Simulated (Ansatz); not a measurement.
## HfPRu (P-62m): electronic heat capacity and spin susceptibility from the density of states

Method: DFT PBEsol, scalar-relativistic, plane waves, PAW in Ansatz.

Settings: cutoff 420 eV, Γ-centred mesh 6×6×10 on the computed 9-atom cell, Gaussian smearing of 0.10 eV; no spin polarisation.

Relaxed cell: P-62m, a = 6.370 Å, b = 6.370 Å, c = 3.751 Å, α = 90.00°, β = 90.00°, γ = 120.00°, 9 atoms in the primitive cell. Whether it is the stable form of this composition wasn't checked.

The density of states at the Fermi level is 6.409 states/eV in the cell of 9 atoms (3 formula units; both spins, tetrahedra on a 9×9×15 mesh). Averaged over bins of 0.1 eV the density runs from 3.1 to 7.1 states/eV within 0.2 eV of the Fermi level, so the figure hangs on the exact place of that level.

Question: What Sommerfeld coefficient and Pauli susceptibility does this give?

Answer: Per formula unit N(E_F) = 2.136 states/eV. γ = (π²/3) k_B² N(E_F) N_A = 2.357 mJ/(mol K²) per state/eV, so γ = 5.0 mJ/(mol K²), a mole of formula units. χ_P = μ_B² N(E_F) N_A = 3.23×10⁻⁵ emu/mol per state/eV gives 6.9×10⁻⁵ emu/mol. This is the bare band result: a measured γ of the same phase is as a rule larger by a factor 1 + λ from phonons and spin fluctuations, the spin part of χ is larger by the Stoner factor, and a measured χ also holds orbital and core terms. N(E_F) at one energy is sensitive to the mesh where the density of states has sharp peaks.

Spin-orbit coupling is left out, which matters for the bands of heavy elements.